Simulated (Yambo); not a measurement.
A G0W0@PBE run in Yambo for BeTe (zinc blende, space group F-43m, No. 216) (4×4×4 Γ-centred k mesh, bands 6 to 200 and a 15 Ry block in the screening, 200 bands in G with the Bruneval-Gonze terminator, plasmon pole fitted at 27.2 eV) gives these matrix elements, in eV, at the band edges (Γ → X):

| state | E0 | <Vxc> | <Σx> | <Σc(E0)> | Z |
|---|---|---|---|---|---|
| valence edge | 0.000 | -13.451 | -15.203 | 0.671 | 0.806 |
| conduction edge | 1.956 | -9.066 | -5.229 | -3.830 | 0.818 |

Solve the linearised quasiparticle equation for both states, give the gap, and say how exchange and correlation each act on it.

E = E0 + Z(Σx + Σc − Vxc). Valence: 0.000 + 0.806 × (-15.203 + (0.671) − (-13.451)) = -0.87 eV. Conduction: 1.956 + 0.818 × (-5.229 + (-3.830) − (-9.066)) = 1.96 eV. The gap is 2.83 eV, against 1.96 eV in PBE. Replacing Vxc by bare exchange alone would open it by 5.59 eV; correlation takes back 4.50 eV of that, and Z scales what is left. Nearest settings tried, and what they do to the gap: 107 bands in G: +5 meV; 107 bands in W, 107 bands in G: -42 meV; 9 Ry block (169 vectors against 307): -30 meV. Not varied: mesh. So the settings aren't converged at that level. Without spin-orbit coupling, band edges of such heavy elements can be off by tenths of an eV.

Geometry relaxed with PBEsol; primitive cell a = b = c = 3.965 Å, α = β = γ = 60.00°.

The potentials are those of PseudoDojo's stringent table.
